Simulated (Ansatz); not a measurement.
Space group Pm-3m (No. 221). a = 4.356 Å, b = 4.356 Å, c = 4.356 Å, α = 90.00°, β = 90.00°, γ = 90.00°
```
atom  site  symmetry       x       y       z
  Zr    1a      m-3m  0.0000  0.0000  0.0000
  Ti    3c    4/mm.m  0.5000  0.5000  0.0000
   N    3d    4/mm.m  0.0000  0.0000  0.5000
   N    1b      m-3m  0.5000  0.5000  0.5000
```

Equation of state of this ZrTi3N4 structure (not necessarily the ground state), with shape and atoms relaxed at each volume where symmetry leaves them free. It has no gap at any of these volumes. Method: DFT PBE, scalar-relativistic, plane waves, PAW in Ansatz 0.2.0.

Plane waves to 420 eV, a k mesh through Γ of 10×10×10 on the computed 8-atom cell and Gaussian smearing (0.10 eV); no spin polarisation.

```csv
V (Å³/atom),E − E(largest V) (meV/atom),P (GPa)
9.094,80.59,44.08
9.404,9.03,30.30
9.714,-37.92,18.57
10.024,-63.85,8.55
10.334,-71.87,0.00
10.644,-64.57,-7.30
10.954,-44.21,-13.54
11.367,0.00,-20.46
```

Task: Fit a third-order Birch–Murnaghan equation, E = E0 + (9V0B0/16)·[(x − 1)³B0' + (x − 1)²(6 − 4x)] with x = (V0/V)^(2/3), to E(V).

Result: V0 = 10.33 Å³/atom, B0 = 263 GPa, B0' = 4.2.

The cell was found from a structure generator's guess, not taken from experiment.
